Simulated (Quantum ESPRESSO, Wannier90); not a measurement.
**Tight-binding from DFT: YOF (R-3m)**

Materials Project entry mp-3637; symmetrised, unrelaxed at this level. COD (Crystallography Open Database) has an entry of this formula and space group (matched by these alone). Method: PBEsol plane waves in Quantum ESPRESSO 7.5 (PseudoDojo norm-conserving files, 68 Ry, spinors with spin-orbit coupling), Bloch states on a 4×4×4 mesh through Γ, Wannier90 4.0.1. Density: 10×10×10 mesh, cold smearing 0.01 Ry.

On the energy scale of pw.x, whose zero is arbitrary, the valence-band maximum lies at 8.29 eV.

Input w.win:

```
num_bands = 8
num_wann = 8
exclude_bands = 1-12,21-100
spinors = true
num_iter = 1000
conv_tol = 1.0e-6
conv_window = 4
write_hr = true
write_u_matrices = true
auto_projections = true
begin unit_cell_cart
ang
   -1.8978549382    3.2871811784    0.0000000000
   -3.7957098764    0.0000000000    0.0000000000
   -1.8978549382    1.0957270595    6.2966300000
end unit_cell_cart
begin atoms_frac
Y    0.2584300000  0.2584300000  0.2247100000
Y   -0.2584300000 -0.2584300000 -0.2247100000
O    0.3788330000  0.3788330000 -0.1364990000
O   -0.3788330000 -0.3788330000  0.1364990000
F   -0.1305230000 -0.1305230000  0.3915690000
F    0.1305230000  0.1305230000 -0.3915690000
end atoms_frac
mp_grid = 4 4 4
begin kpoints
0.0000000000 0.0000000000 0.0000000000
0.0000000000 0.0000000000 0.2500000000
0.0000000000 0.0000000000 0.5000000000
... (61 more lines: the 4x4x4 mesh through Gamma)
end kpoints
```

Input of pw2wannier90.x that gives the overlap and projection files (equivalent; here they were cut from one run over all bands):

```
&inputpp
  outdir = './out'
  prefix = 'pwscf'
  seedname = 'w'
  write_amn = .true.
  write_mmn = .true.
  scdm_proj = .true.
  scdm_entanglement = 'isolated'
/
```

Output w.wout (banner and timings cut):

```
                                    ------
                                    SYSTEM
                                    ------

                              Lattice Vectors (Ang)
                    a_1    -1.897855   3.287181   0.000000
                    a_2    -3.795710   0.000000   0.000000
                    a_3    -1.897855   1.095727   6.296630

                   Unit Cell Volume:      78.56422  (Ang^3)

                        Reciprocal-Space Vectors (Ang^-1)
                    b_1     0.000000   1.911420  -0.332622
                    b_2    -1.655339  -0.955710  -0.332622
                    b_3     0.000000   0.000000   0.997865

 *----------------------------------------------------------------------------*
 |   Site       Fractional Coordinate          Cartesian Coordinate (Ang)     |
 +----------------------------------------------------------------------------+
 | y    1   0.25843   0.25843   0.22471   |   -1.89785   1.09573   1.41492    |
 | y    2  -0.25843  -0.25843  -0.22471   |    1.89785  -1.09573  -1.41492    |
 | o    1   0.37883   0.37883  -0.13650   |   -1.89785   1.09573  -0.85948    |
 | o    2  -0.37883  -0.37883   0.13650   |    1.89785  -1.09573   0.85948    |
 | f    1  -0.13052  -0.13052   0.39157   |    0.00000   0.00000   2.46557    |
 | f    2   0.13052   0.13052  -0.39157   |    0.00000  -0.00000  -2.46557    |
 *----------------------------------------------------------------------------*
                                ------------
                                K-POINT GRID
                                ------------

             Grid size =  4 x  4 x  4      Total points =   64

 *---------------------------------- MAIN ------------------------------------*
 |  Number of Wannier Functions               :                 8             |
 |  Number of Objective Wannier Functions     :                 8             |
 |  Number of input Bloch states              :                 8             |
 |  Output verbosity (1=low, 5=high)          :                 1             |
 |  Timing Level (1=low, 5=high)              :                 1             |
 |  Optimisation (0=memory, 3=speed)          :                 3             |
 |  Length Unit                               :               Ang             |
 |  Post-processing setup (write *.nnkp)      :                 F             |
 |  Using Gamma-only branch of algorithms     :                 F             |
 *----------------------------------------------------------------------------*
 *------------------------------- WANNIERISE ---------------------------------*
 |  Total number of iterations                :              1000             |
 |  Number of CG steps before reset           :                 5             |
 |  Trial step length for line search         :             2.000             |
 |  Convergence tolerence                     :         0.100E-05             |
 |  Convergence window                        :                 4             |
 |  Iterations between writing output         :                 1             |
 |  Iterations between backing up to disk     :               100             |
 |  Write r^2_nm to file                      :                 F             |
 |  Write xyz WF centres to file              :                 F             |
 |  Write on-site energies <0n|H|0n> to file  :                 F             |
 |  Use guiding centre to control phases      :                 F             |
 |  Use phases for initial projections        :                 F             |
 *----------------------------------------------------------------------------*
 *-------------------------------- PLOTTING ----------------------------------*
 |  Plotting Hamiltonian in WF basis          :                 T             |
 *----------------------------------------------------------------------------*

       ... (k-mesh section left out)

 Starting a new Wannier90 calculation ...

 Reading overlaps from w.mmn

 Reading projections from w.amn

 *------------------------------- WANNIERISE ---------------------------------*
 +--------------------------------------------------------------------+<-- CONV
 | Iter  Delta Spread     RMS Gradient      Spread (Ang^2)            |<-- CONV
 +--------------------------------------------------------------------+<-- CONV

 ------------------------------------------------------------------------------
 Initial State
  WF centre and spread    1  ( -1.904549,  1.090143,  1.364767 )     3.04759923
  WF centre and spread    2  (  1.913971, -1.086217, -1.337280 )     3.29711678
  WF centre and spread    3  (  1.884167, -1.084025, -1.265406 )     6.21162888
  WF centre and spread    4  ( -1.887787,  1.095872,  1.373486 )     2.59689352
  WF centre and spread    5  (  1.888786, -1.087039, -1.235113 )     7.92192086
  WF centre and spread    6  ( -1.786926,  1.117299,  1.327227 )    10.49548464
  WF centre and spread    7  ( -1.668229,  1.140084,  1.082626 )    16.00642165
  WF centre and spread    8  (  1.898369, -1.032640, -0.573533 )    16.98337475
  Sum of centres and spreads (  0.337802,  0.153478,  0.736773 )    66.56044032

      0     0.666E+02     0.0000000000       66.5604403158  <-- CONV
        O_D=     14.7440790 O_OD=     39.5796736 O_TOT=     66.5604403 <-- SPRD
 ------------------------------------------------------------------------------
      1    -0.123E+01    14.3731010948       65.3329352275  <-- CONV
        O_D=     13.4537100 O_OD=     39.6425376 O_TOT=     65.3329352 <-- SPRD
      2    -0.309E+01     5.5443658743       62.2449819585  <-- CONV
        O_D=     10.7256455 O_OD=     39.2826487 O_TOT=     62.2449820 <-- SPRD
      3    -0.401E+01     3.9378665371       58.2308827518  <-- CONV
        O_D=      9.1657839 O_OD=     36.8284112 O_TOT=     58.2308828 <-- SPRD
      4    -0.140E+01     6.5532179461       56.8297254957  <-- CONV
        O_D=      8.5669262 O_OD=     36.0261116 O_TOT=     56.8297255 <-- SPRD
      5    -0.211E+01     4.9922985168       54.7229337303  <-- CONV
        O_D=      7.2341909 O_OD=     35.2520551 O_TOT=     54.7229337 <-- SPRD
       ... (lines left out)
    100    -0.513E-05     0.0024958457       12.5093379898  <-- CONV
        O_D=      0.0142771 O_OD=      0.2583732 O_TOT=     12.5093380 <-- SPRD
       ... (lines left out)
    200    -0.106E-04     0.0046201876       12.5085490166  <-- CONV
        O_D=      0.0127851 O_OD=      0.2590762 O_TOT=     12.5085490 <-- SPRD
       ... (lines left out)
    300    -0.247E-05     0.0018394001       12.5078994068  <-- CONV
        O_D=      0.0115253 O_OD=      0.2596864 O_TOT=     12.5078994 <-- SPRD
       ... (lines left out)
    400    -0.355E-05     0.0020194281       12.5073366037  <-- CONV
        O_D=      0.0104089 O_OD=      0.2602400 O_TOT=     12.5073366 <-- SPRD
       ... (lines left out)
    500    -0.665E-05     0.0036407014       12.5068296120  <-- CONV
        O_D=      0.0094099 O_OD=      0.2607320 O_TOT=     12.5068296 <-- SPRD
       ... (lines left out)
    600    -0.146E-05     0.0014198779       12.5064335140  <-- CONV
        O_D=      0.0086501 O_OD=      0.2610957 O_TOT=     12.5064335 <-- SPRD
       ... (lines left out)
    700    -0.203E-05     0.0015274169       12.5061067398  <-- CONV
        O_D=      0.0080522 O_OD=      0.2613668 O_TOT=     12.5061067 <-- SPRD
       ... (lines left out)
    792    -0.978E-06     0.0011654774       12.5058492466  <-- CONV
        O_D=      0.0076182 O_OD=      0.2615434 O_TOT=     12.5058492 <-- SPRD
    793    -0.976E-06     0.0017199010       12.5058482706  <-- CONV
        O_D=      0.0076176 O_OD=      0.2615430 O_TOT=     12.5058483 <-- SPRD
    794    -0.870E-06     0.0011649228       12.5058474003  <-- CONV
        O_D=      0.0076168 O_OD=      0.2615430 O_TOT=     12.5058474 <-- SPRD
             <<<     Delta < 1.000E-06  over  4 iterations     >>>
             <<< Wannierisation convergence criteria satisfied >>>
 Final State
  WF centre and spread    1  ( -1.911706,  1.078278,  1.390014 )     1.56644570
  WF centre and spread    2  (  1.912345, -1.079162, -1.389987 )     1.56602039
  WF centre and spread    3  (  1.915589, -1.084009, -1.390666 )     1.58198698
  WF centre and spread    4  ( -1.913008,  1.085228,  1.391860 )     1.61077849
  WF centre and spread    5  (  1.882800, -1.112548, -1.389680 )     1.55840845
  WF centre and spread    6  ( -1.884363,  1.114635,  1.389254 )     1.54801780
  WF centre and spread    7  ( -1.881741,  1.104878,  1.388384 )     1.52808332
  WF centre and spread    8  (  1.880102, -1.107309, -1.389149 )     1.54610627
  Sum of centres and spreads (  0.000017, -0.000009,  0.000030 )    12.50584740

         Spreads (Ang^2)       Omega I      =    12.236687695
        ================       Omega D      =     0.007616753
                               Omega OD     =     0.261542952
    Final Spread (Ang^2)       Omega Total  =    12.505847400
```
